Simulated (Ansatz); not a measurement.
The relaxed structure here is a generated cell of ZnS: the first start was made by placing the elements on the sites of a structure type, and the end was not matched to a known phase here, so it may be hypothetical. Known forms of ZnS include space group No. 186, 216.

A structure of ZnS relaxed with PBEsol (plane waves to 420 eV, PAW, scalar-relativistic; Ansatz, a first-principles code); single points at other levels follow on the same geometry (Ansatz, PAW; HSE06 at 420 eV on a 8×8×4 k-mesh; no spin-orbit coupling). Space group P6₃/mmc (No. 194).

```
ZnS
1.0
    3.56473     0.00000     0.00000
   -1.78236     3.08714     0.00000
    0.00000     0.00000     5.81661
Zn S
2 2
Cartesian
  0.00000   0.00000   2.90831
  0.00000   0.00000   0.00000
  0.00000   2.05810   4.36246
  1.78236   1.02905   1.45415
```

| level | gap (eV) | kind | conduction minimum |
|---|---|---|---|
| PBEsol | 0.27 | indirect | K |
| HSE06 | (withheld) | – | (withheld) |

Problem. Fill in the missing entries.

Solution. 
- HSE06, gap (eV): 1.49
- HSE06, conduction minimum: K

HSE06 gaps come from a coarse mesh plus a few chosen points, so they may be too large. No spin polarisation in the result.

The run could not lose the symmetry of its start; a randomly shaken copy of 8 atoms returns to this structure.
